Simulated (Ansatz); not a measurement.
C:
Space group R-3m, hexagonal axes (No. 166); a = b = 2.513 Å, c = 43.342 Å, α = β = 90.00°, γ = 120.00°

| atom | site | symmetry | x | y | z |
|---|---|---|---|---|---|
| C | 6c | 3m | 0.0000 | 0.0000 | 0.0895 |
| C | 6c | 3m | 0.0000 | 0.0000 | 0.0534 |
| C | 6c | 3m | 0.0000 | 0.0000 | 0.2919 |
| C | 6c | 3m | 0.0000 | 0.0000 | 0.3274 |
| C | 6c | 3m | 0.0000 | 0.0000 | 0.2319 |
| C | 6c | 3m | 0.0000 | 0.0000 | 0.1963 |
| C | 6c | 3m | 0.0000 | 0.0000 | 0.4822 |
(The calculation used a cell of 14 atoms; values per cell refer to that cell.)

Relaxed with r²SCAN. r²SCAN in the plane-wave PAW code Ansatz gives a gap of 4.64 eV.

### Question
What gap does HSE06 give on the same cell (Ansatz, PAW)?

### Answer
5.58 eV, 0.94 eV more. The hybrid was solved on a coarser mesh and at special points; its gap is the smallest among all of these.

Cost on shared cores: the r²SCAN run (SCF on a 13×13×13 mesh, then bands and DOS) roughly 7 core-minutes, the HSE06 run (SCF on 7×7×7, then a few points) roughly 7 core-minutes; the tasks are unlike.

The start of the workflow was typed in or built on a structure type; the Crystallography Open Database files this formula in space group No. 166, but the cells were not matched. It is not the phase usual at ambient conditions (space group No. 194, 227). The cell was relaxed with r²SCAN under the symmetry of its start; whether a distortion lowers the energy is not shown.

Potentials: the later of the program's two PAW sets.
